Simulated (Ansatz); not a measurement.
Structure: an ordered 8-atom cell of InGa₃As₄ on the zincblende lattice (R3m), at its r2SCAN minimum. Space group R3m (No. 160), trigonal; a = 4.085 Å, c = 40.136 Å in the conventional setting, 24.17 Å³ an atom. Around Ga lie 4 As at 2.44–2.49 Å; around Ga lie 4 As at 2.46–2.49 Å; around In lie 4 As at 2.57–2.64 Å; around As lie 4 Ga at 2.46–2.49 Å; around As lie 3 Ga at 2.49 Å and 1 In at 2.64 Å; around As lie 1 Ga at 2.44 Å and 3 In at 2.57 Å.

```
Ga In As
1.0
     2.04261    1.17930   13.37852
    -2.04261    1.17930   13.37852
     0.00000   -2.35860   13.37852
Ga In As
3 1 4
Direct
  0.99753 0.99753 0.99753
  0.25006 0.25006 0.25006
  0.50249 0.50249 0.50249
  0.75043 0.75043 0.75043
  0.31127 0.31127 0.31127
  0.56370 0.56370 0.56370
  0.81615 0.81615 0.81615
  0.05836 0.05836 0.05836
```

The questions ask for values computed with Ansatz 0.2.0 on this geometry. The calculation is non-magnetic, and the structure need not be a phase that has been made.

Given (8×8×8 mesh): r2SCAN gives a direct gap of 0.38 eV at Γ.

Problem. What does PBE give for the gap (8×8×8 mesh)?

Solution. PBE gives a gap of zero: filled and empty bands touch at Γ.

Problem. How does the gap change from r2SCAN to PBE+SOC (8×8×8)?

Solution. PBE+SOC gives an indirect gap of 0.01 eV, from Γ–T (0.25 of the way from Γ) to Γ; the least direct gap is 0.11 eV at Γ. (With 0.02 eV of smearing so small a gap leaves both edges partly filled, and it could close between the points sampled.) Spin-orbit coupling itself accounts for +0.01 eV. The gap differs by -0.37 eV from r2SCAN's.

Problem. Estimate the gap with HSE06 on 4×4×4.

Solution. The HSE06 gap is direct at Γ: 0.77 eV. The gap differs by +0.39 eV from r2SCAN's.

Only the levels marked +SOC include spin-orbit coupling.

Gaps under 0.1 eV (PBE+SOC) can't be told from a closed one: the bands may be in normal order or already inverted, which a gap's size doesn't show.
